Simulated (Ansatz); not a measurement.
Geometry optimisation in Ansatz: input, command and trajectory.

```yaml
crystal:
  lattice:
    - [5.2384368152, 0.0, 0.0]
    - [-2.6192184076, 4.5366193581, 0.0]
    - [0.0, 0.0, 4.2046537947]
  atoms:
    - { symbol: Li, position: [0.833, 0.666, 0.25], spin: 0.14 }
    - { symbol: Li, position: [0.167, 0.833, 0.75], spin: 0.14 }
    - { symbol: Li, position: [0.334, 0.167, 0.25], spin: 0.14 }
    - { symbol: Li, position: [0.167, 0.334, 0.75], spin: 0.14 }
    - { symbol: Li, position: [0.833, 0.167, 0.25], spin: 0.14 }
    - { symbol: Li, position: [0.666, 0.833, 0.75], spin: 0.14 }
    - { symbol: V, position: [0.3333333333, 0.6666666667, 0.25], spin: 2.86 }
    - { symbol: V, position: [0.6666666667, 0.3333333333, 0.75], spin: 2.86 }
basis:
  ecutwfc: 420
kpoints:
  mp_grid: { grid: [6, 6, 4] }
hamiltonian:
  xc: pbe
scf:
  occupations: { method: gaussian, width: 0.1 }
  lower_state_search: "off"
output:
  forces: true
  stress: true
  eigenvalues: true
  populations: true
magnetization:
  spin_polarized: true
relax:
  adjacent_minimum: "off"
  f_tol: 0.04
  max_steps: 70
  cell: { stress_tol: 0.4 }
```

```bash
ansatz run input.yaml --threads 1 --pin off --max-ram 2560MiB --backend cpu --events-out ev --progress --plain --runs-dir out
```

Theory: DFT PBE, scalar-relativistic, plane waves, PAW (Ansatz 0.2.0).

Of 8 frames 7 are shown, positions in Å and forces in eV/Å; the SCF threshold varies from step to step. Steps run on the plane waves of an earlier cell, with a Pulay correction in the pressure. The basis is chosen afresh for the last frame, the zero of the energies, and at times for earlier ones too; energy and pressure step there, also at an unchanged geometry. Here that happened at step 6 (-7 meV/atom, 0.8 GPa); the frames before carry an error of that size.

```xyz
8
Lattice="5.2384 0.0000 0.0000 -2.6192 4.5366 0.0000 0.0000 0.0000 4.2047" Properties=species:S:1:pos:R:3:forces:R:3 pbc="T T T" step=1 free_energy_over_end_meV_per_atom=226.61 pressure_GPa=17.21
Li    2.6192    3.0214    1.0512    0.0000    0.3494    0.0000
Li   -1.3070    3.7790    3.1535   -0.3026    0.1747    0.0000
Li    1.3122    0.7576    1.0512   -0.3026   -0.1747    0.0000
Li    0.0000    1.5152    3.1535    0.0000   -0.3494    0.0000
Li    3.9262    0.7576    1.0512    0.3026   -0.1747    0.0000
Li    1.3070    3.7790    3.1535    0.3026    0.1747    0.0000
V     0.0000    3.0244    1.0512    0.0000    0.0000    0.0000
V     2.6192    1.5122    3.1535    0.0000    0.0000    0.0000
8
Lattice="5.4037 0.0000 0.0000 -2.7018 4.6797 0.0000 0.0000 0.0000 4.4108" Properties=species:S:1:pos:R:3:forces:R:3 pbc="T T T" step=2 free_energy_over_end_meV_per_atom=99.64 pressure_GPa=9.57
Li    2.7018    3.1368    1.1027    0.0000    0.0883    0.0000
Li   -1.3656    3.9082    3.3081   -0.0764    0.0441    0.0000
Li    1.3363    0.7715    1.1027   -0.0764   -0.0441    0.0000
Li    0.0000    1.5430    3.3081    0.0000   -0.0883    0.0000
Li    4.0674    0.7715    1.1027    0.0764   -0.0441    0.0000
Li    1.3656    3.9082    3.3081    0.0764    0.0441    0.0000
V     0.0000    3.1198    1.1027    0.0000    0.0000    0.0000
V     2.7018    1.5599    3.3081    0.0000    0.0000    0.0000
8
Lattice="5.5805 0.0000 0.0000 -2.7902 4.8328 0.0000 0.0000 0.0000 4.6210" Properties=species:S:1:pos:R:3:forces:R:3 pbc="T T T" step=3 free_energy_over_end_meV_per_atom=30.20 pressure_GPa=4.13
Li    2.7902    3.2232    1.1553    0.0000    0.0793    0.0000
Li   -1.3962    4.0280    3.4658   -0.0687    0.0396    0.0000
Li    1.3940    0.8048    1.1553   -0.0687   -0.0396    0.0000
Li    0.0000    1.6096    3.4658    0.0000   -0.0793    0.0000
Li    4.1865    0.8048    1.1553    0.0687   -0.0396    0.0000
Li    1.3962    4.0280    3.4658    0.0687    0.0396    0.0000
V     0.0000    3.2219    1.1553    0.0000    0.0000    0.0000
V     2.7902    1.6109    3.4658    0.0000    0.0000    0.0000
8
Lattice="5.7310 0.0000 0.0000 -2.8655 4.9632 0.0000 0.0000 0.0000 4.7997" Properties=species:S:1:pos:R:3:forces:R:3 pbc="T T T" step=4 free_energy_over_end_meV_per_atom=8.56 pressure_GPa=0.51
Li    2.8655    3.3179    1.1999    0.0000   -0.0163    0.0000
Li   -1.4406    4.1405    3.5998    0.0141   -0.0081    0.0000
Li    1.4248    0.8226    1.1999    0.0141    0.0081    0.0000
Li    0.0000    1.6453    3.5998    0.0000    0.0163    0.0000
Li    4.3061    0.8226    1.1999   -0.0141    0.0081    0.0000
Li    1.4406    4.1405    3.5998   -0.0141   -0.0081    0.0000
V     0.0000    3.3088    1.1999    0.0000    0.0000    0.0000
V     2.8655    1.6544    3.5998    0.0000    0.0000    0.0000
8
Lattice="5.7507 0.0000 0.0000 -2.8754 4.9803 0.0000 0.0000 0.0000 4.8366" Properties=species:S:1:pos:R:3:forces:R:3 pbc="T T T" step=5 free_energy_over_end_meV_per_atom=8.10 pressure_GPa=0.01
Li    2.8754    3.3204    1.2092    0.0000    0.0099    0.0000
Li   -1.4379    4.1503    3.6275   -0.0086    0.0050    0.0000
Li    1.4375    0.8299    1.2092   -0.0086   -0.0050    0.0000
Li    0.0000    1.6598    3.6275    0.0000   -0.0099    0.0000
Li    4.3133    0.8299    1.2092    0.0086   -0.0050    0.0000
Li    1.4379    4.1503    3.6275    0.0086    0.0050    0.0000
V     0.0000    3.3202    1.2092    0.0000    0.0000    0.0000
V     2.8754    1.6601    3.6275    0.0000    0.0000    0.0000
8
Lattice="5.7507 0.0000 0.0000 -2.8754 4.9803 0.0000 0.0000 0.0000 4.8366" Properties=species:S:1:pos:R:3:forces:R:3 pbc="T T T" step=6 free_energy_over_end_meV_per_atom=1.25 pressure_GPa=0.78
Li    2.8754    3.3204    1.2092    0.0000    0.0097    0.0000
Li   -1.4379    4.1503    3.6275   -0.0084    0.0048    0.0000
Li    1.4375    0.8299    1.2092   -0.0084   -0.0048    0.0000
Li    0.0000    1.6598    3.6275    0.0000   -0.0097    0.0000
Li    4.3133    0.8299    1.2092    0.0084   -0.0048    0.0000
Li    1.4379    4.1503    3.6275    0.0084    0.0048    0.0000
V     0.0000    3.3202    1.2092    0.0000    0.0000    0.0000
V     2.8754    1.6601    3.6275    0.0000    0.0000    0.0000
8
Lattice="5.7840 0.0000 0.0000 -2.8920 5.0091 0.0000 0.0000 0.0000 4.8863" Properties=species:S:1:pos:R:3:forces:R:3 pbc="T T T" step=8 free_energy_over_end_meV_per_atom=0.00 pressure_GPa=0.20
Li    2.8920    3.3388    1.2216    0.0000   -0.0005    0.0000
Li   -1.4455    4.1739    3.6648    0.0004   -0.0002    0.0000
Li    1.4465    0.8351    1.2216    0.0004    0.0002    0.0000
Li    0.0000    1.6703    3.6648    0.0000    0.0005    0.0000
Li    4.3375    0.8351    1.2216   -0.0004    0.0002    0.0000
Li    1.4455    4.1739    3.6648   -0.0004   -0.0002    0.0000
V     0.0000    3.3394    1.2216    0.0000    0.0000    0.0000
V     2.8920    1.6697    3.6648    0.0000    0.0000    0.0000
```

The start puts this composition into another compound's structure type, which needn't suit it. The cell swells from 12.5 to 17.7 Å³ an atom, so the end can be far from any stable crystal. At the end the space group is P6_3/mmc (tolerance 0.05 Å).

It took 90 s on 1 thread of Arm Neoverse V2, with other jobs on the host, peak memory 0.5 GiB.

The k mesh is coarse.